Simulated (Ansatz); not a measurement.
Relaxed W (bcc, W type):

```
CELL_PARAMETERS angstrom
     -3.18352     3.18352     3.18352
      0.00000     0.00000     3.18352
      0.00000     3.18352     0.00000
ATOMIC_POSITIONS crystal
  W  0.00000 0.00000 0.00000
  W  0.50000 0.00000 0.00000
```

A phonon eigenvector at H = (0.5, 0.5, 0.5) is frozen into this cell: atom i moves by Q times the vector below, so Q is the largest atomic displacement, in Å. The cell is held. It is one choice among 3 degenerate patterns. (q is in reciprocal vectors of the primitive cell; the cell shown is doubled to hold the pattern.)

```json
[
 {"atom": "W1", "x": "0.000", "y": "0.000", "z": "-1.000"},
 {"atom": "W2", "x": "0.000", "y": "0.000", "z": "1.000"}
]
```

Method: PBE (plane waves to 420 eV, PAW, scalar-relativistic; Ansatz, a first-principles code). k mesh 20×20×20 (Γ-centred), Fermi-Dirac smearing 0.05 eV. Energies are smeared free energies. With partly filled bands, energies and forces of such displacements shift with the k mesh and the smearing. Spin-orbit coupling is left out, though W is heavy. W is run without spin polarisation. W was relaxed with its symmetry unable to fall. The zero of ΔE is the undisplaced structure. The last digit holds for this mesh only.

| Q (Å) | ΔE (meV/cell) |
|---|---|
| -0.1000 | withheld |
| -0.0833 | 141.0 |
| -0.0667 | 90.1 |
| -0.0500 | 50.6 |
| -0.0333 | 22.5 |
| -0.0167 | 5.6 |
| 0.0000 | 0.0 |
| 0.0167 | 5.6 |
| 0.0333 | 22.5 |
| 0.0500 | 50.6 |
| 0.0667 | 90.1 |
| 0.0833 | 141.0 |
| 0.1000 | withheld |

**Question.** Fit an even polynomial form (powers 2, 4) to the given rows and predict ΔE at Q = -0.1000.

**Answer.** Least squares on the 11 given rows: ΔE = (20180)·Q² + (19280)·Q⁴, in meV/cell with Q in Å; root-mean-square residual 0.06 meV/cell. At -0.1000 the fit gives 203.7 meV/cell; the calculation gives 203.2 meV/cell, so the extrapolation is off by 0.5 (+0.2 %). The quadratic term alone would give 201.8 meV/cell.

(A displaced cell: forces are minus the slopes of the energy, force constants its curvatures, and phonons follow from these.)
